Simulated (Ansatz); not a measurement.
# Fe (bcc type) under strong compression

```yaml
crystal:
  lattice:
    - [-1.38094, 1.38094, 1.38094]
    - [1.38094, -1.38094, 1.38094]
    - [1.38094, 1.38094, -1.38094]
  atoms:
    - { symbol: Fe, position: [0.00000, 0.00000, 0.00000] }
```

The base cell comes from a relaxation on PAW files under the same functional.

Its volume is scaled at fixed shape and fractional positions.

Level of theory: DFT with PBE, scalar-relativistic, in Ansatz 0.2.0; a Γ-centred 21×21×21 k mesh, Fermi–Dirac smearing of 0.1 eV, no spin polarisation. LAPW: all electrons, basis error target 1 meV/atom; PAW: frozen-core files, cutoff 420 eV; crystal datasets: all electrons, by PAW datasets that the program makes for each cell; norm-conserving: pseudopotentials, cutoff 1225 eV; PAW (cutoff 600 eV): frozen-core files, cutoff 600 eV.

Energies are extrapolated to zero smearing and count from the unscaled cell; pressure is positive in compression; gaps take the mesh and a band path. No temperature or zero-point motion is included.

Spin polarisation is left out, though a magnetic state may lie lower. The structure type is held throughout; the real material can change phase at far lower pressure.

```csv
V/V0,V (Å³/atom),P LAPW (GPa),ΔE LAPW (eV/atom),P PAW − LAPW (GPa),ΔE PAW − LAPW (meV/atom)
1.00,10.53,-0.15,0.000,0.14,0.0
0.88,9.27,45.1,0.148,0.20,1.3
0.78,8.22,115.4,0.646,0.18,2.6
0.68,7.16,243.1,1.775,0.12,3.5
0.58,6.11,484.7,4.075,0.06,4.0
0.50,5.27,843.3,7.472,0.24,4.7
0.43,4.53,1399,?,-3.02,2.1
```

**Question.** What belongs in the row "0.43", column "ΔE LAPW (eV/atom)"?

**Answer.** 12.511.

**Question.** Fit the Vinet equation to the LAPW pressures over the whole range, with residuals weighted by 1/(|P| + 0.03·Pmax).

**Answer.** V0 = 10.53 Å³/atom, B0 = 258 GPa and B0′ = 4.90, and the fit misses no point by more than 5.6 GPa. A fit over so wide a range pins B0 less well than one near rest.

**Question.** At the smallest volume, how far do crystal datasets and norm-conserving and PAW (cutoff 600 eV) lie from LAPW in pressure?

**Answer.** crystal datasets: -0.01 GPa; norm-conserving: -26.30 GPa; PAW (cutoff 600 eV): -6.04 GPa, on a LAPW pressure of 1399 GPa.

**Question.** How do the Löwdin populations by LAPW change from the unscaled cell to the last row?

**Answer.** Fe 3s 1.98 → 1.90, Fe 4s 0.92 → 0.65, Fe 3d 6.91 → 7.37 electrons an atom. These are projections on the shells that the free atoms fill; 0.20 e a cell lies outside them at the start and 0.11 e at the end.
